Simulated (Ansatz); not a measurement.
HfSi: relaxed-ion elastic tensor

Theory: Ansatz, DFT LDA, scalar-relativistic, plane waves, PAW. Settings: 420 eV plane-wave cutoff, Γ-centred 10×10×10 mesh, Fermi-Dirac smearing of 0.15 eV. No spin polarisation.

The cell is fixed (symmetry leaves no force on the atoms) and stands under 0.0 GPa:
```
Hf Si
1.0
     0.00000    2.96280    2.96280
     2.96280    0.00000    2.96280
     2.96280    2.96280    0.00000
Hf Si
1 1
Direct
  0.00000 0.00000 0.00000
  0.25000 0.25000 0.25000
```

The cell is the ideal cubic zincblende prototype; whether it is the stable structure of this composition wasn't checked. In a metal, frequencies and elastic constants depend on the k mesh and the smearing, soft modes and shear constants most. Spin–orbit coupling is left out, which can shift energies with elements as heavy as these.

Question: Give the relaxed-ion elastic constants (GPa, Voigt order xx yy zz yz xz xy, on the axes of the cell above).

Answer:
C11 = 55.5, C12 = 78.8, C13 = 78.8, C22 = 55.5, C23 = 78.8, C33 = 55.5, C44 = -14.5, C55 = -14.5, C66 = -14.5 GPa; the others vanish.

Question: Is the crystal stable against homogeneous strain?

Answer: No: the tensor has an eigenvalue of -23.4 GPa, so some strain lowers the energy.

Cost: 1 run of about 7.2 core-minutes, on Intel Xeon Processor @ 2.50GHz (Skylake/Cascade Lake) (shared hosts).